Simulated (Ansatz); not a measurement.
GaSb:
```xyz
8
Lattice="4.3283 0.0000 0.0000 -2.1642 3.7484 0.0000 0.0000 0.0000 14.1997" Properties=species:S:1:pos:R:3 pbc="T T T"
Ga     2.1642     1.2495    14.1963
Sb     2.1642     1.2495     2.6658
Ga     0.0000     0.0000     3.5568
Sb     0.0000     0.0000     6.2056
Ga     0.0000     2.4990     7.0964
Sb     0.0000     2.4990     9.7657
Ga     0.0000     0.0000    10.6567
Sb     0.0000     0.0000    13.3054
```

Cartesian axes are those of the cell as given.

Task: Give the proper piezoelectric stress tensor with relaxed ions from DFT-r²SCAN in the program Ansatz with PAW potentials.

Result: In C/m², rows x, y, z, Voigt columns; mesh uncertainty up to 0.01.
```
 0.00   0.00   0.00   0.00   0.13   0.00
 0.00   0.00   0.00   0.13   0.00   0.00
 0.12   0.12  -0.31   0.00   0.00   0.00
```

The elastic tensor of the same run (GPa):

|  | 1 | 2 | 3 | 4 | 5 | 6 |
|---|---|---|---|---|---|---|
| 1 | 104 | 33.4 | 22.4 | 0.0 | 0.0 | 0.0 |
| 2 | 33.4 | 104 | 22.4 | 0.0 | 0.0 | 0.0 |
| 3 | 22.4 | 22.4 | 117 | 0.0 | 0.0 | 0.0 |
| 4 | 0.0 | 0.0 | 0.0 | 29.3 | 0.0 | 0.0 |
| 5 | 0.0 | 0.0 | 0.0 | 0.0 | 29.3 | 0.0 |
| 6 | 0.0 | 0.0 | 0.0 | 0.0 | 0.0 | 35.4 |

Task: Convert to strain constants d = e·S.

Result: In pC/N:
```
 0.0   0.0   0.0   0.0   4.5   0.0
 0.0   0.0   0.0   4.5   0.0   0.0
 1.4   1.4  -3.2   0.0   0.0   0.0
```

Space group P6_3mc. The start of the workflow was typed in or built on a structure type; the Crystallography Open Database copy checked does not list it. It is not the phase usual at ambient conditions (space group No. 216). Symmetry was held in the r²SCAN relaxation; whether a distortion lowers the energy is not shown. Spin–orbit coupling is left out wherever it is not named.

Potentials: the later of the program's two PAW sets.
